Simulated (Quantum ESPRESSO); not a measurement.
AlGe2N3O (made-up cell, one site empty) (calculated)

All values are calculated (Quantum ESPRESSO 7.5). Calculation on a made-up crystal cell, not a measurement: periodic Kohn-Sham density functional theory in plane waves with PseudoDojo standard norm-conserving scalar-relativistic pseudopotentials, each functional with its own files (v0.5 for PBE, v0.4.1 for LDA and PBEsol), no spin polarisation, no spin-orbit coupling, atoms not relaxed, stress positive in tension, energies less a fixed whole-eV offset for each atom's element; levels are Kohn-Sham levels at fractions of this cell's reciprocal vectors, counted from the reference band (half the neutral cell's valence electrons, rounded up) at Gamma; error bars cover cutoff and k-mesh only, not smearing or the files; each bar is the largest change over components, and at least 0.002 eV, 0.002 eV per angstrom or 0.02 GPa; added strain carries the atoms with the cell, and shear is the tensor component; energies are for the whole cell, and the offsets were chosen from early runs and are not element reference energies.

## AlGe2N3O (made-up cell, one site empty)

```cif
# cell vector a (Å): 3.0796 -0.0207 -0.0386
# cell vector b (Å): -0.0358 5.3183 -0.0234
# cell vector c (Å): -0.0630 -0.0221 4.8960
data_AlGe2N3O
_symmetry_space_group_name_H-M 'P 1'
_symmetry_Int_Tables_number 1
_cell_length_a 3.0799
_cell_length_b 5.3185
_cell_length_c 4.8965
_cell_angle_alpha 90.506
_cell_angle_beta 91.454
_cell_angle_gamma 90.768
_cell_volume 80.17
loop_
_atom_site_label
_atom_site_type_symbol
_atom_site_fract_x
_atom_site_fract_y
_atom_site_fract_z
_atom_site_occupancy
Al1 Al 0.43458 0.49305 0.01879 1
Ge1 Ge 0.52957 0.15491 0.52883 1
Ge2 Ge 0.97566 0.65390 0.50526 1
N1 N 0.05360 0.01219 0.38006 1
N2 N 0.52556 0.51598 0.35487 1
O1 O 0.47371 0.16064 0.89327 1
N3 N 0.03780 0.67520 0.88800 1
```

```
lattice type         : wurtzite
empty site           : 1
functional           : pbe
cutoff               : 1143 eV
fermi dirac smearing : 0.025 eV
scf tolerance        : 1e-07 eV
electrons removed    : 0
k mesh               : 6 x 4 x 4, shifted by half a step
stress yy            : ?
stress zz            : ?
stress xx            : ?
```

Atoms:
| atoms element | atom site | atom energy offset (eV) |
| --- | --- | --- |
| Al | 2 | -64 |
| Ge | 3 | -2430 |
| Ge | 4 | -2430 |
| N | 5 | -283 |
| N | 6 | -283 |
| O | 7 | -452 |
| N | 8 | -283 |

Question: Give the missing stress yy for AlGe2N3O (made-up cell, one site empty).
Answer: -2.629 GPa

Question: What stress zz does the calculation give for AlGe2N3O (made-up cell, one site empty)?
Answer: -17.06 GPa

Question: Estimate the stress xx of AlGe2N3O (made-up cell, one site empty).
Answer: -19.14 GPa

Question: Give the table of levels values for AlGe2N3O (made-up cell, one site empty).
Answer: 
Levels:
| level k point | next band up (eV) |
| --- | --- |
| Gamma | 0.8201 |
| (1/2,1/2,1/2) | 2.563 |
| (0.15,0,0) | 1.848 |
| (0,0.15,0) | 1.263 |
| (0,0,0.15) | 1.225 |

Further results for AlGe2N3O (made-up cell, one site empty):

```
free energy less offsets : 4.827 eV
scf iterations           : 13
smearing term minus ts   : 0 eV
pressure                 : 12.95 GPa
stress yz                : -4.067 GPa
stress xz                : -14.75 GPa
stress xy                : 0.5878 GPa
reference band           : 26
error bar energy         : 0.002 eV
error bar stress         : 0.02546 GPa
error bar force          : 0.003816 eV/Å
error bar next band up   : 0.002 eV
error bars from          : tighter rerun of a related cell
```

Forces:
| site | x (eV/Å) | y (eV/Å) | z (eV/Å) |
| --- | --- | --- | --- |
| 2 | 3.507 | -2.361 | -6.09 |
| 3 | 1.635 | -0.3775 | 1.62 |
| 4 | 4.266 | 4.382 | 4.091 |
| 5 | -2.665 | -1.239 | 0.2633 |
| 6 | -2.902 | -2.4 | 4.028 |
| 7 | 0.4064 | 2.269 | -1.027 |
| 8 | -4.248 | -0.2739 | -2.885 |
